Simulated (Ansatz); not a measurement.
An elastic tensor (GPa, Voigt order, standard axes) from LDA (plane waves, PAW; program Ansatz):

```
       1     2     3     4     5      6
-  -----  ----  ----  ----  ----  -----
1   78.6  31.2  29.4   0.0   0.0  -18.0
2   31.2  78.6  29.4   0.0   0.0   18.0
3   29.4  29.4  84.9   0.0   0.0    0.0
4    0.0   0.0   0.0  39.8   0.0    0.0
5    0.0   0.0   0.0   0.0  39.8    0.0
6  -18.0  18.0   0.0   0.0   0.0   45.2
```

### Question
Pick the material that matches.
A) GaCuBr4, P-42c (Ga on 2d, Cu on 2e, Br on 8n)
B) CuO, P4_2/mmc (Cu on 2d, O on 2f)
C) TiAl3, I4/mmm (Al on 2b, Al on 4d, Ti on 2a)
D) Li4H4Rh, I4/m (Li on 8h, H on 8h, Rh on 2a)

### Answer
D, Li4H4Rh, I4/m (Li on 8h, H on 8h, Rh on 2a)

The workflow started from an entry of the Crystallography Open Database (COD). Its standing as an ambient phase is unchecked. The cell was relaxed with LDA under the symmetry of its start; of distortions, only those at the zone centre were tested. No spin polarisation was allowed. As this level gives no gap, shear constants depend on the k-mesh and smearing (Fermi–Dirac, 0.1 eV here).

Potentials: the later of the program's two PAW sets.
